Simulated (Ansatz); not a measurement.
Level: r2SCAN, no spin polarisation; 500 eV; 6×6×3 Γ-centred mesh; gaussian occupations (width 0.0193 eV); Ansatz 0.2.0, fixed geometry.

Computed maps in the lattice plane spanned by a (left to right, 4.85 Å, 15 points from zero) and b (bottom to top, 4.85 Å, 15 points from zero), 65° apart, at height 0.710 along c. The fields are smooth PAW ones with compensation charges, not the true ones near nuclei.

Valence density. Digits on a logarithmic scale: 0 up to 0.03 e/Å³, each further digit a factor of 1.6, 9 from 1.3 e/Å³ up:
```
357876433332222
368999755554322
358999976665432
247999997677542
125899997357653
112578887436653
100245567777653
100012346899753
200000135899974
300000025899996
410000014799997
520000002589998
531000000257887
433210000124565
345543211112333
```

ELF. Ten even steps from '0' (0.00) to '9' (0.84):
```
038997311100000
159999742221000
059968973332100
039965992024210
007998993002320
002899883000321
000366533332321
000011113899741
100000015899973
300000016985897
610000016996699
610000003899999
400000000279998
100110000003553
014663100000010
```

Task: The cell is SrMoP2O8. Which atoms lie within 0.2 Å of this plane, and where (fractions of a and b)?

Result: P at (0.63, 0.63), O at (0.29, 0.76), O at (0.76, 0.29). The whole cell:
```xyz
12
Lattice="4.0803 2.6217 0.0000 4.0803 -2.6217 0.0000 0.6470 0.0000 -7.7410" Properties=species:S:1:pos:R:3 pbc="T T T"
Sr    0.0000    0.0000    0.0000
Mo    0.3235    0.0000   -3.8705
P     5.5957    0.0000   -5.4969
P     3.2119    0.0000   -2.2441
O     4.7228   -1.2532   -5.3235
O     4.0849   -1.2532   -2.4175
O     4.0849    1.2532   -2.4175
O     4.7228    1.2532   -5.3235
O     6.6073    0.0000   -4.3412
O     2.2003    0.0000   -3.3999
O     6.1742    0.0000   -6.8725
O     2.6334    0.0000   -0.8685
```

Origin: a known structure type with other elements, at an estimated volume, so it need not be a known compound. Caveats: many states at the Fermi level without spin polarisation, so a magnetic state may lie lower.
